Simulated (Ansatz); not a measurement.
ZrCu:
```cif
data_CuZr
_chemical_formula_sum 'Zr1 Cu1'
_space_group_name_H-M_alt 'Pm-3m'
_space_group_IT_number 221
_space_group_name_Hall '-P 4 2 3'
_cell_length_a 3.22423
_cell_length_b 3.22423
_cell_length_c 3.22423
_cell_angle_alpha 90.000
_cell_angle_beta 90.000
_cell_angle_gamma 90.000
loop_
_atom_site_label
_atom_site_type_symbol
_atom_site_symmetry_multiplicity
_atom_site_Wyckoff_symbol
_atom_site_fract_x
_atom_site_fract_y
_atom_site_fract_z
_atom_site_occupancy
Zr1 Zr 1 b 0.50000 0.50000 0.50000 1
Cu1 Cu 1 a 0.00000 0.00000 0.00000 1
```

Relaxed with PBEsol.

Task: Which orbitals make up the states near the Fermi level in the program Ansatz at the PBEsol level (PAW)?

Result: Within 0.5 eV of the Fermi level: Zr 4d 75 %, Cu 3d 12 %, outside the projected shells 9 %. Projections are on Löwdin-orthogonalised atomic valence shells; empty p or d shells of many metals are not among them.

Task: Tabulate the density of states.

Result: States/eV per cell of 2 atoms, in 0.25 eV bins, energy from the Fermi level.

| E (eV) | total | Cu 3d | Zr 4d | Cu 4s |
|---|---|---|---|---|
| -7.50 | 0.00 | 0.00 | 0.00 | 0.00 |
| -7.25 | 0.04 | 0.00 | 0.00 | 0.02 |
| -7.00 | 0.09 | 0.00 | 0.00 | 0.03 |
| -6.75 | 0.13 | 0.00 | 0.00 | 0.05 |
| -6.50 | 0.16 | 0.00 | 0.00 | 0.06 |
| -6.25 | 0.19 | 0.00 | 0.00 | 0.08 |
| -6.00 | 0.23 | 0.00 | 0.01 | 0.09 |
| -5.75 | 0.27 | 0.01 | 0.01 | 0.11 |
| -5.50 | 0.32 | 0.01 | 0.02 | 0.13 |
| -5.25 | 0.39 | 0.02 | 0.04 | 0.15 |
| -5.00 | 0.55 | 0.07 | 0.09 | 0.20 |
| -4.75 | 1.42 | 0.35 | 0.44 | 0.38 |
| -4.50 | 1.57 | 0.45 | 0.49 | 0.43 |
| -4.25 | 1.76 | 0.71 | 0.51 | 0.41 |
| -4.00 | 3.24 | 2.29 | 0.68 | 0.11 |
| -3.75 | 6.17 | 4.90 | 0.88 | 0.06 |
| -3.50 | 9.41 | 8.48 | 0.81 | 0.05 |
| -3.25 | 10.85 | 10.12 | 0.50 | 0.12 |
| -3.00 | 5.91 | 5.35 | 0.28 | 0.13 |
| -2.75 | 2.30 | 1.81 | 0.22 | 0.11 |
| -2.50 | 1.38 | 0.78 | 0.31 | 0.16 |
| -2.25 | 1.71 | 1.04 | 0.40 | 0.21 |
| -2.00 | 0.54 | 0.21 | 0.20 | 0.09 |
| -1.75 | 0.75 | 0.21 | 0.35 | 0.08 |
| -1.50 | 1.04 | 0.21 | 0.56 | 0.06 |
| -1.25 | 1.21 | 0.23 | 0.67 | 0.06 |
| -1.00 | 1.40 | 0.25 | 0.79 | 0.05 |
| -0.75 | 1.61 | 0.28 | 0.93 | 0.05 |
| -0.50 | 1.59 | 0.21 | 1.11 | 0.05 |
| -0.25 | 2.29 | 0.30 | 1.74 | 0.04 |
| 0.00 | 2.99 | 0.39 | 2.34 | 0.03 |
| 0.25 | 1.70 | 0.14 | 1.27 | 0.03 |
| 0.50 | 0.81 | 0.04 | 0.49 | 0.03 |
| 0.75 | 0.85 | 0.04 | 0.65 | 0.04 |
| 1.00 | 2.81 | 0.13 | 2.20 | 0.12 |
| 1.25 | 1.49 | 0.06 | 1.31 | 0.02 |
| 1.50 | 1.24 | 0.05 | 1.07 | 0.02 |
| 1.75 | 1.45 | 0.05 | 1.23 | 0.03 |
| 2.00 | 1.74 | 0.06 | 1.45 | 0.03 |
| 2.25 | 1.49 | 0.06 | 1.21 | 0.04 |
| 2.50 | 1.36 | 0.06 | 1.06 | 0.04 |
| 2.75 | 1.58 | 0.08 | 1.23 | 0.04 |
| 3.00 | 2.26 | 0.13 | 1.85 | 0.04 |
| 3.25 | 2.29 | 0.11 | 1.84 | 0.07 |
| 3.50 | 1.70 | 0.06 | 1.33 | 0.07 |
| 3.75 | 1.41 | 0.04 | 1.12 | 0.04 |
| 4.00 | 0.99 | 0.02 | 0.71 | 0.06 |
| 4.25 | 0.39 | 0.01 | 0.15 | 0.05 |
| 4.50 | 0.38 | 0.01 | 0.14 | 0.06 |
| 4.75 | 0.30 | 0.00 | 0.11 | 0.04 |

The workflow started from a Materials Project entry (that database holds measured and hypothetical structures alike); the Crystallography Open Database copy checked does not list it. Its standing as an ambient phase is unchecked. The cell was relaxed with PBEsol under the symmetry of its start; its stability against distortions is not shown here. No spin polarisation was allowed. Spin–orbit coupling is left out wherever it is not named.

Potentials: the later of the program's two PAW sets.
